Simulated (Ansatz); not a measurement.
GaN:
```cif
data_GaN
_chemical_formula_sum 'Ga1 N1'
_space_group_name_H-M_alt 'P 1'
_space_group_IT_number 1
_cell_length_a 3.18872
_cell_length_b 3.18872
_cell_length_c 3.18872
_cell_angle_alpha 126.815
_cell_angle_beta 126.815
_cell_angle_gamma 78.552
loop_
_space_group_symop_operation_xyz
  'x, y, z'
loop_
_atom_site_label
_atom_site_type_symbol
_atom_site_fract_x
_atom_site_fract_y
_atom_site_fract_z
_atom_site_occupancy
Ga1 Ga 0.75615 0.75615 0.00000 1
N1 N 0.35885 0.35885 0.00000 1
```

Relaxed with PBEsol. PBEsol (plane waves, PAW; program Ansatz) gives a gap of 0.16 eV.

Q: What gap does HSE06 give on the same cell (Ansatz, PAW)?

A: 1.44 eV, 1.28 eV more. The hybrid was solved on a coarser mesh and at special points; its gap is the smallest among all of these.

```csv
k,v1 PBEsol,c1 PBEsol,v1 HSE06,c1 HSE06
Γ,-0.61,1.36,-0.64,2.58
M,-2.35,2.10,[?],[?]
X,-2.71,0.16,-2.87,1.44
P,-3.50,2.29,-3.56,3.57
N,-0.11,3.76,[?],[?]
S0,-0.99,5.70,[?],[?]
R,-3.80,3.45,[?],[?]
```

Q: Top valence (v1) and lowest conduction level (c1) in eV from each method's valence maximum (which need not be a listed point): supply the withheld HSE06 values.

A: 
- R, v1 HSE06: -4.04
- R, c1 HSE06: 4.85
- S0, v1 HSE06: -1.07
- S0, c1 HSE06: 7.24
- N, v1 HSE06: -0.12
- N, c1 HSE06: 5.04
- M, v1 HSE06: -2.50
- M, c1 HSE06: 3.45

Cost on shared cores: the PBEsol run (SCF on a 13×13×13 mesh, then bands and DOS) about 15 core-seconds (a rough figure), the HSE06 run (SCF on 10×10×10, then a few points) roughly 100 core-seconds; the tasks are unlike.

Space group I4mm. The first step of the workflow began from a Materials Project structure, measured or hypothetical; the Crystallography Open Database copy checked does not list it. It is not the phase usual at ambient conditions (space group No. 186, 216). The PBEsol relaxation kept the symmetry of its start; its stability against distortions is not shown here. Spin–orbit coupling is left out wherever it is not named.

Potentials: the later of the program's two PAW sets.
